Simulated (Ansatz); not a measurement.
A geometry of ZrS3 away from equilibrium: step 2 of the relaxation of a relaxed ZrS3 cell shaken by Gaussian noise of σ = 0.08 Å a coordinate. Calculation: r2SCAN (plane waves to 500 eV, PAW, scalar-relativistic; Ansatz, an electronic-structure program). Γ-centred k-mesh 6×5×3 on the run's cell (coarser than for final values), Fermi–Dirac smearing 0.05 eV. The plane waves were selected for a different cell earlier on the path.

```yaml
crystal:
  lattice:
    - [3.63058, -0.00259, 0.00203]
    - [-0.00367, 5.15809, -0.00825]
    - [0.00518, -0.01485, 9.17936]
  atoms:
    - { symbol: Zr, position: [0.01045, 0.00230, 0.34917] }
    - { symbol: Zr, position: [0.50978, 0.49596, 0.64702] }
    - { symbol: S, position: [0.52116, 0.99685, 0.55622] }
    - { symbol: S, position: [0.99524, 0.49334, 0.45299] }
    - { symbol: S, position: [0.97647, 0.30936, 0.82675] }
    - { symbol: S, position: [0.50055, 0.79490, 0.18181] }
    - { symbol: S, position: [0.52727, 0.20203, 0.17448] }
    - { symbol: S, position: [0.00261, 0.70467, 0.81948] }
```

### Question
What forces act on the atoms (eV/Å)?

### Answer
| atom | Fx | Fy | Fz |
|---|---|---|---|
| Zr1 | 0.03 | -0.11 | 0.26 |
| Zr2 | -0.55 | 0.16 | 1.05 |
| S3 | -0.25 | 0.02 | -0.38 |
| S4 | 0.35 | 0.23 | -0.88 |
| S5 | 0.30 | -0.44 | -0.06 |
| S6 | 0.11 | 0.46 | -0.07 |
| S7 | -0.15 | -0.58 | 0.18 |
| S8 | 0.17 | 0.27 | -0.11 |

The path ends in P2₁/m (No. 11). The relaxed cell holds bonded S–S pairs (2.07 Å). No spin polarisation in the result. No dispersion correction is included, so spacings between layers, chains or molecules are soft and tend to come out too large.

Of the parent cell (Pmmn (No. 59)): it is a generated cell of ZrS3: the first start was made by placing the elements on the sites of a structure type, and the end was not matched to a known phase here, so it may be hypothetical.

The first start was generated by placing the elements on the sites of a structure type. Materials Project lists a structure of ZrS3 in the same space group, P2₁/m (No. 11); the sites were not compared with it, nor with measured phases.
